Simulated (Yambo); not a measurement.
# Optical response of ScF₃ at -3 % isotropic strain

```
CELL_PARAMETERS angstrom
      2.75553     1.59091     2.24889
     -2.75553     1.59091     2.24889
      0.00000    -3.18182     2.24889
ATOMIC_POSITIONS crystal
  F  0.50000 0.00174 0.99826
  F  0.99826 0.50000 0.00174
  F  0.00174 0.99826 0.50000
  Sc 0.00000 0.00000 0.00000
```

Yambo, RPA with local fields on PBEsol bands; 8×8×8 mesh, 54 bands, 4 Ry local-field block, 0.2 eV broadening; field along x.

```
E (eV)  Im ε  Re ε  Im ε, independent particles
------  ----  ----  ---------------------------
0.0     0.00  2.23                         0.00
0.6     0.00  2.23                         0.00
1.2     0.01  2.24                         0.01
1.9     0.01  2.26                         0.01
2.5     0.01  2.29                         0.01
3.1     0.02  2.34                         0.02
3.8     0.02  2.39                         0.02
4.4     0.03  2.47                         0.03
5.0     0.04  2.58                         0.04
5.6     0.06  2.74                         0.07
6.2     0.10  2.98                         0.11
6.9     0.24  3.45                         0.27
7.5     1.28  4.21                         1.54
8.1     2.61  3.41                         2.84
8.8     2.45  1.75                         2.15
9.4     1.60  2.24                         1.51
10.0    1.98  2.19                         1.98
10.6    2.71  1.91                         2.74
11.2    2.59  0.55                         2.59
11.9    1.39  0.12                         1.44
12.5    1.02  0.52                         1.07
13.1    0.92  0.52                         0.98
13.8    0.74  0.74                         0.88
14.4    0.86  0.81                         1.01
15.0    0.64  0.65                         0.74
15.6    0.47  0.82                         0.56
16.2    0.48  0.99                         0.60
16.9    0.49  1.03                         0.62
17.5    0.54  1.02                         0.66
18.1    0.44  1.03                         0.52
18.8    0.49  1.16                         0.62
19.4    0.53  1.20                         0.65
20.0    0.61  1.18                         0.74
```

Structure narrower than a few tenths of an eV can come from the finite k mesh. Convergence of the RPA response with its 8×8×8 mesh was not tested. No excitonic effects at this level.

Geometry strained from the cell relaxed with PBEsol, atoms relaxed again.
